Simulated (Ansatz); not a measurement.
Total density of states per atom from r²SCAN (plane waves, PAW; program Ansatz), in 0.25 eV bins, energy from the valence-band maximum:

```
E (eV) | states/eV/atom
    -7.88 |  0.00
    -7.63 |  0.00
    -7.38 |  0.00
    -7.13 |  0.00
    -6.88 |  0.00
    -6.63 |  0.00
    -6.38 |  0.00
    -6.13 |  0.00
    -5.88 |  0.00
    -5.63 |  0.00
    -5.38 |  0.00
    -5.13 |  0.00
    -4.88 |  0.00
    -4.63 |  0.00
    -4.38 |  0.00
    -4.13 |  0.00
    -3.88 |  0.06
    -3.63 | ## 0.32
    -3.38 | ### 0.53
    -3.13 | #### 0.86
    -2.88 | ######## 1.50
    -2.63 | ##### 1.02
    -2.38 | ##### 0.89
    -2.13 | ###### 1.23
    -1.88 | ##### 1.02
    -1.63 | #### 0.86
    -1.38 | ##### 0.95
    -1.13 | ####### 1.37
    -0.88 | ######### 1.70
    -0.63 | ###### 1.21
    -0.38 | ######## 1.60
    -0.13 | #### 0.88
     0.12 |  0.00
     0.37 |  0.00
     0.62 |  0.00
     0.87 |  0.00
     1.12 |  0.00
     1.37 |  0.00
     1.62 |  0.00
     1.87 |  0.00
     2.12 | ##### 0.91
     2.37 | ############################## 5.90
     2.62 | ########################### 5.29
     2.87 | ####################### 4.53
     3.12 | ######## 1.54
     3.37 | ### 0.50
     3.62 |  0.00
     3.87 |  0.00
     4.12 |  0.00
     4.37 |  0.00
     4.62 |  0.00
     4.87 |  0.00
     5.12 |  0.00
     5.37 |  0.00
     5.62 |  0.00
     5.87 |  0.00
```

Pick the material that matches.
A) MgO, rock salt
B) Mg3SnO, anti-perovskite
C) CeO2, fluorite
D) TiO2, P2_1/c (Ti on 4e, O on 4e, O on 4e)

C, CeO2, fluorite. Top 1 eV of the valence band: O 2p 81 %, Ce 4f 13 %. Bottom 1 eV of the conduction band: Ce 4f 94 %, O 2p 5 %. Projections are on Löwdin-orthogonalised atomic valence shells; empty p or d shells of many metals are not among them.

Space group Fm-3m (fluorite). The cell was relaxed with r²SCAN under the symmetry of its start. No spin polarisation was allowed. The 4f shell is in the valence. No Hubbard U is applied. Spin–orbit coupling is left out wherever it is not named.

Potentials: the earlier of the program's two PAW sets. The files were generated under PBE; for other functionals the program regenerates the frozen cores, and for LDA and PBEsol the local potential too.
